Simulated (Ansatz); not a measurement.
CoMo:
```
CoMo
1.0
    2.62297     0.00000     0.00000
    0.00000     2.62297     0.00000
    0.00000     0.00000     3.68050
Co Mo
1 1
Cartesian
  0.00000   0.00000   0.00000
  1.31149   1.31149   1.84025
```

Relaxed with r²SCAN.

### Question
Map the valence electron density (e/Å³), cut off at 6 on the plane through (0.000, 0.000, 0.000) spanned by u = [1, 0, 0] and v = [0, 1, 1] in lattice vectors, from r²SCAN in the plane-wave PAW code Ansatz.

### Answer
x is the fraction of u, y of v (the angle between them is 90°; rows are the nearest grid lines); atoms in the plane: Co at (0.00, 0.00), Mo at (0.50, 0.50).
```
|99993100000139999|
|99993000000039999|
|99941000000014999|
|65310000000001356|
|11000000000000011|
|00000000000000000|
|00000000000000000|
|00000001110000000|
|00000123432100000|
|00002467876420000|
|00013699999631000|
|00025899999852000|
|00025899999852000|
|00013699999631000|
|00002467876420000|
|00000123432100000|
|00000001110000000|
|00000000000000000|
|00000000000000000|
|11000000000000011|
|65310000000001356|
|99941000000014999|
|99993000000039999|
|99993100000139999|
```
Scale: ten equal steps from 0.286 (start of '0') to 6.00 (end of '9'), in the order '0123456789'; x runs from 0.000 to 1.00, y from 0.000 (bottom) to 1.00 (top).

The density is the valence pseudo-density with augmentation charge, so density and ELF within about 1 Å of a nucleus are not all-electron values.

Space group P4/mmm (L1₀ or tetragonal B2). The start of the workflow was typed in or built on a structure type; neither database checked (COD, Materials Project) lists it. Whether it is the stable phase at ambient conditions was not checked. The r²SCAN relaxation kept the symmetry of its start; its stability against distortions is not shown here. The workflow began spin-polarised and lost its moments. Its formation energy is positive at this level, so the cell may be metastable or incomplete.

Potentials: the later of the program's two PAW sets.
